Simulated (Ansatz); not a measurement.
Starting cell, HfO₂ (fluorite):

```yaml
crystal:
  lattice:
    - [0.00000, 5.04380, 5.04380]
    - [2.52190, 0.00000, 2.52190]
    - [2.52190, 2.52190, 0.00000]
  atoms:
    - { symbol: Hf, position: [0.00000, 0.00000, 0.00000] }
    - { symbol: Hf, position: [0.50000, 0.00000, 0.00000] }
    - { symbol: O, position: [0.12500, 0.25000, 0.25000] }
    - { symbol: O, position: [0.62500, 0.25000, 0.25000] }
    - { symbol: O, position: [0.37500, 0.75000, 0.75000] }
    - { symbol: O, position: [0.87500, 0.75000, 0.75000] }
```

In each cell atom 4 (O, nearest neighbour Hf at 2.184 Å; its periodic images, 3.6 Å or more away, move with it) moves by s·(0.577, 0.577, 0.577) (along Cartesian [111]), the rest being held.

These are PBEsol (plane waves to 420 eV, PAW, scalar-relativistic; Ansatz, a quantum-chemistry and plane-wave program) values and carry that method's errors. k mesh 9×9×9 (Γ-centred), Fermi-Dirac smearing 0.05 eV. The energy includes the smearing's −TS. Compression counts positive. F∥ is the force on the atom along that direction. F⊥ is the part of the force across the line. HfO2 is run without spin polarisation. HfO2 was relaxed with its symmetry unable to fall. Spin-orbit coupling is left out, though Hf is heavy. This is a high-temperature form of HfO2. ΔE is measured from the undisplaced structure.

```csv
s (Å),ΔE (meV/cell),P (GPa),|F⊥| (eV/Å),F∥ (eV/Å)
-0.220,369,2.69,0.158,3.764
-0.176,225,1.64,0.126,2.801
-0.132,121,0.88,0.095,1.958
-0.088,51,0.37,0.063,1.220
-0.044,12,0.08,0.032,0.571
0.000,0,0.00,0.000,0.000
0.044,11,0.08,0.032,-0.504
0.088,44,0.30,0.064,-0.951
0.132,94,0.66,0.096,-1.348
0.176,162,1.11,0.129,-1.701
0.220,243,1.66,0.161,-2.015
```

Key numbers:

- Energy at s = 0.220 Å = 243 meV/cell
- Force along the line at s = -0.220 Å = 3.76 eV/Å
- Symmetry of the curve = not even: the negative side lies higher at ±0.220 Å
- Shape of the curve = a single well with its minimum at or next to zero displacement
- Force constant k = d²E/ds² at s = 0 (finite differences) = 12.2 eV/Å²
- Harmonic estimate at the end of the scan = ½ks² = 295 meV/cell against the computed 243 meV/cell, so the well is softer than harmonic there

The 11 points together took about 14 core-minutes (a rough figure).

(A displaced cell: forces are minus the slopes of the energy, force constants its curvatures, and phonons follow from these.)
